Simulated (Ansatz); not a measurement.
Zr2Cd:
```xyz
3
Lattice="-1.5467 1.5467 6.9758 1.5467 -1.5467 6.9758 1.5467 1.5467 -6.9758" Properties=species:S:1:pos:R:3 pbc="T T T"
Zr     0.0000     0.0000     2.3522
Zr     0.0000     0.0000    11.5994
Cd     0.0000     0.0000     6.9758
```

Relaxed with r²SCAN. Special points in fractions of this cell's reciprocal vectors: Γ (0.000, 0.000, 0.000); X (0.000, 0.000, 0.500); P (0.250, 0.250, 0.250); N (0.000, 0.500, 0.000); M (0.500, 0.500, -0.500); S (0.262, 0.738, -0.262); S0 (-0.262, 0.262, 0.262); R (-0.025, 0.025, 0.500); G (0.500, 0.500, -0.025).

List the band energies nearest the Fermi level at these points for r²SCAN (plane waves, PAW; program Ansatz).

In eV from the Fermi level; about four levels below and three above (degenerate sets whole), none deeper than 8.9 eV; points with the same levels are listed once.

```tsv
k	below	above
Γ	-2.79 -1.77 -0.14 -0.11	2.22 2.29 2.29
X	-2.66 -1.90 -1.13 -0.38	1.85 2.25 2.41
P	-2.69 -2.66 -1.64 -1.64	0.55 0.55 2.60
N	-3.02 -1.63 -1.43 -0.22	0.36 0.42 1.95
M	-5.07 -2.28 -1.74 -0.19	1.08 2.05 2.05
S	-2.44 -2.12 -0.78 -0.72	0.25 0.48 1.97
R	-2.65 -1.88 -1.14 -0.52	1.85 2.36 2.41
```

Space group I4/mmm. The first step of the workflow began from a Materials Project structure, measured or hypothetical; the Crystallography Open Database copy checked does not list it. With Zr and Cd taken as one species the cell has the higher symmetry Fm-3m, so it may be an ordered model of a mixed-site phase. Its standing as an ambient phase is unchecked. The r²SCAN relaxation kept the symmetry of its start; whether a distortion lowers the energy is not shown. The run is not spin-polarised. Spin–orbit coupling is left out wherever it is not named.

Potentials: the later of the program's two PAW sets.
